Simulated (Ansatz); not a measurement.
# Calculated ⁶⁷Zn NMR of the central transition for Zn4SnN4

Cell: a computed structure from the Materials Project (it need not be an observed phase), atoms as given.

```cif
data_Zn4SnN4
_symmetry_space_group_name_H-M 'P-1'
_symmetry_Int_Tables_number 2
_cell_length_a 5.8659
_cell_length_b 5.9920
_cell_length_c 8.6971
_cell_angle_alpha 89.751
_cell_angle_beta 73.749
_cell_angle_gamma 88.985
loop_
_atom_site_label
_atom_site_type_symbol
_atom_site_symmetry_multiplicity
_atom_site_Wyckoff_symbol
_atom_site_fract_x
_atom_site_fract_y
_atom_site_fract_z
Zn1 Zn 2 i 0.7684 0.6561 0.8464
Zn3 Zn 2 i 0.2006 0.8698 0.9476
Zn5 Zn 2 i 0.1702 0.6541 0.4533
Zn7 Zn 2 i 0.4916 0.1366 0.3758
Sn Sn 2 i 0.7191 0.6166 0.2346
N11 N 2 i 0.4702 0.8061 0.4049
N13 N 2 i 0.8502 0.8002 0.0267
N15 N 2 i 0.5541 0.3243 0.1852
N17 N 2 i 0.0143 0.5060 0.6705
```

One atom of each set is listed.

The numbers come from a DFT calculation in Ansatz (PBE, plane waves and PAW, scalar-relativistic, 420 eV cutoff, Γ-centred 5×5×4 k-points, Fermi–Dirac smearing 0.02 eV).

⁶⁷Zn has I = 5/2 and Q = 122.0 mb (Pyykkö 2018); at 16.4 T its Larmor frequency is ν₀ = 43.8 MHz. Only the quadrupole interaction is simulated: positions count from each site's isotropic chemical shift, and shift anisotropy, dipolar and J coupling are left out.

Task: What does the ⁶⁷Zn spectrum (static powder) show for each site?

Result: 

```
site         first shell  C_Q (MHz)     η  P_Q (MHz)  δ_QIS (ppm)  breadth (kHz)
 Zn1  3 N at 1.97–1.99 Å       56.0  0.07       56.1        -9850           2381
 Zn3  3 N at 1.94–2.03 Å       53.6  0.34       54.6        -9339           2669
 Zn5  3 N at 1.93–2.06 Å       54.8  0.37       56.1        -9840           2859
 Zn7  3 N at 1.95–2.01 Å       54.7  0.31       55.6        -9666           2730
```

δ_QIS = −(ν_Q²/30ν₀²)[I(I+1) − 3/4](1 + η²/3) × 10⁶ ppm with ν_Q = 3|C_Q|/[2I(2I−1)]; it falls as 1/B₀² in ppm, and the breadth as 1/B₀ in kHz.

At Zn1, Zn3, Zn5 and Zn7 V_zz stands upright on the plane through its three neighbours (within 3°) in each case.

With ν_Q/ν₀ up to 0.19, terms beyond second order are no longer negligible.

With a gap of 0.2 eV on this mesh, the gradients can still move by some per cent as the k-mesh gets denser.

The run took 5 min of wall time (4.9 min of CPU time) and 1.4 GiB at its peak, on 2 threads of Intel Xeon Processor @ 2.50GHz (Skylake/Cascade Lake) (x86_64; 62 cores open to the job, memory cap 5.0 GiB, no GPU), a shared host with a load of 0.9 a core.
